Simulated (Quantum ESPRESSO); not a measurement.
In3MgSP3, a curve over one atom's position

Simulated, not a measurement. The program is pw.x of Quantum ESPRESSO 7.5 (plane-wave density functional theory). The cell is made up: 8 atoms on a zincblende/diamond lattice, with randomly drawn elements, strain and displacements, not relaxed. PseudoDojo standard norm-conserving files (v0.5 for PBE, v0.4.1 for LDA and PBEsol) set the functional; there is no spin polarisation, spin-orbit coupling or dispersion term, and the masses in the input are unused placeholders.

Seven runs move atom 8 (P, counted in the order of the input) along y and keep all else fixed.

Input of the run at -0.0446:

```
&control calculation='scf', pseudo_dir='./dojo.nc.sr.pbe.v0_5.standard.upf', outdir='./o', disk_io='medium', tprnfor=.true., tstress=.true. /
&system ibrav=0, nat=8, ntyp=4, nbnd=41, ecutwfc=84.00895049, nosym=.true., tot_charge=0,
 occupations='smearing', smearing='fd', degauss=0.0018374661
/
&electrons conv_thr=7.350e-09, electron_maxstep=60, /
ATOMIC_SPECIES
In 1.0 In.upf
Mg 1.0 Mg.upf
P 1.0 P.upf
S 1.0 S.upf
CELL_PARAMETERS angstrom
5.9972 0.0833 -0.0583
0.0833 6.039 0.07
-0.0583 0.07 5.9562
ATOMIC_POSITIONS angstrom
In -0.0716 0.0508 0.0459
Mg -0.0138 3.2141 2.9528
In 2.8807 0.0977 3.012
In 3.1291 2.9511 0.0249
S 1.3972 1.6279 1.3649
P 1.4434 4.5504 4.4334
P 4.5209 1.7482 4.5227
P 4.5952 4.5697 1.6014
K_POINTS automatic
4 4 4 1 1 1
```

| shift of atom 8 along y (Å) | free energy less that of the input shown (eV) | Fx on atom 8 (eV/Å) | Fy on atom 8 (eV/Å) | Fz on atom 8 (eV/Å) | pressure (GPa) | iterations |
| --- | --- | --- | --- | --- | --- | --- |
| -0.1462 | 0.1763 | -1.900 | 2.132 | -1.489 | -0.55 | 11 |
| -0.1234 | 0.1297 | -1.823 | 1.956 | -1.410 | -0.61 | 11 |
| -0.0786 | 0.0499 | -1.677 | 1.603 | -1.257 | -0.72 | 11 |
| -0.0446 | 0.0000 | -1.573 | 1.331 | -1.143 | -0.79 | 11 |
| +0.0741 | -0.1006 | -1.255 | 0.361 | -0.761 | -0.91 | 11 |
| +0.1411 | -0.1064 | -1.108 | -0.188 | -0.555 | -0.91 | 11 |

Question: one run is left out of the table, at +0.1072. Estimate its Fy on atom 8 (eV/Å).

Answer: 0.089. The whole row:

```
shift of atom 8 along y (Å)  free energy less that of the input shown (eV)  Fx on atom 8 (eV/Å)  Fy on atom 8 (eV/Å)  Fz on atom 8 (eV/Å)  pressure (GPa)  iterations
                    +0.1072                                        -0.1081               -1.179                0.089               -0.658           -0.91          11
```

A cubic fit gives dFy/dy = -8.16 eV/Å² at zero shift. Across the table the free energy follows the integral of the force to within 0.1 meV. A rerun of one of the cells at 1437 eV and a 6 x 6 x 6 mesh moved values by no more than 0.005 eV in energy, 0.02 GPa in stress and 0.007 eV/Å in force.